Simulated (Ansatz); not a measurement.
V (bcc (W type), Im-3m) at seven volumes, plane-wave PAW r²SCAN (Ansatz code), scaled uniformly. One row is withheld.

| V (Å³/atom) | P (GPa) |
|---|---|
| 12.063 | 21.64 |
| 12.461 | 13.36 |
| 12.859 | ? |
| 13.256 | -0.01 |
| 13.654 | -5.39 |
| 14.052 | -10.06 |
| 14.449 | -14.10 |

Fit the shown pressures and predict the withheld one.

P = (3/2)B₀(x^(7/2) − x^(5/2))[1 + (3/4)(B′ − 4)(x − 1)] with x = (V₀/V)^(2/3). Least squares on the six rows gives V₀ = 13.256 Å³/atom, B₀ = 192 GPa, B′ = 3.76. At V = 12.859, x = 1.0205 and P = 6.18 GPa. The run itself gave 6.20 GPa.

The cell was relaxed with r²SCAN under the symmetry of its start. The workflow began spin-polarised and lost its moments.

Potentials: the later of the program's two PAW sets.
